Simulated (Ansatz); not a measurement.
Trial structure of SnTe₃, not yet relaxed:

```
CELL_PARAMETERS angstrom
0.00000 5.14598 5.14598
5.14598 0.00000 5.14598
5.14598 5.14598 0.00000
ATOMIC_POSITIONS crystal
Sn 0.00000 0.00000 0.00000
Sn 0.25000 0.25000 0.25000
Te 0.12500 0.12500 0.12500
Te 0.12500 0.12500 0.62500
Te 0.12500 0.62500 0.12500
Te 0.62500 0.12500 0.12500
Te 0.75000 0.75000 0.75000
Te 0.50000 0.50000 0.50000
```

Theory: DFT PBE, scalar-relativistic, plane waves, PAW (Ansatz 0.2.0). Cutoff 420 eV; k points 4×4×4 on the computed 8-atom cell (Γ-centred); Gaussian smearing, width 0.10 eV; no spin polarisation.

Energies over the elements count from the elements' standard structures at the same level, with no fitted energy shifts. The references include grey tin.

Problem. Estimate its pressure, forces and energy as it stands.

Solution. The pressure is 39.2 GPa (it wants to expand), the largest force is 0.00 eV/Å (symmetry fixes the atoms), and the energy is +3.13 eV/atom against the elements. The shortest distance is 2.23 Å.

Problem. Is it a good guess?

Solution. A poor one: relaxing gains about 2.1 eV/atom (the start's value is from the coarse mesh, so the gain is rough) in 13 ionic steps and ends at +1.01 eV/atom on the finer mesh. The symmetry stays Fd-3m (No. 227). The volume per atom grows by 97.3 %, from 34.1 to 67.2 Å³. The shortest distance goes from 2.23 Å (Sn–Te) to 2.79 Å (Sn–Te). Conventional cell: a = 12.908 Å. Sn is surrounded by 4 Te at 2.79 Å, 4 Sn at 5.59 Å and 4 Te at 5.59 Å; around Te on a site of symmetry -3m lie 2 Sn at 2.79 Å, 6 Te at 4.56 Å and 6 Te at 5.35 Å; Te on a site of symmetry -43m has 16 Te at 5.35–5.59 Å and 4 Sn at 5.59 Å (long contacts).

The last run used a 6×6×6 mesh for its 8-atom cell and Gaussian smearing of 0.10 eV. Spin–orbit coupling, which can matter for Te, is left out. The cell is a metal run without spin; a magnetic state may lie lower. The reference form of Te is held partly by dispersion forces, which this level lacks. The relaxation can't lower the symmetry of the start, and the grade says only how near the guess is to its own end. Symmetry constrained the relaxation, so the result can be a saddle point. Another cell of SnTe3 relaxed alike, in Im-3m, lies 1.10 eV/atom lower, so this cell isn't the stable form at this level.
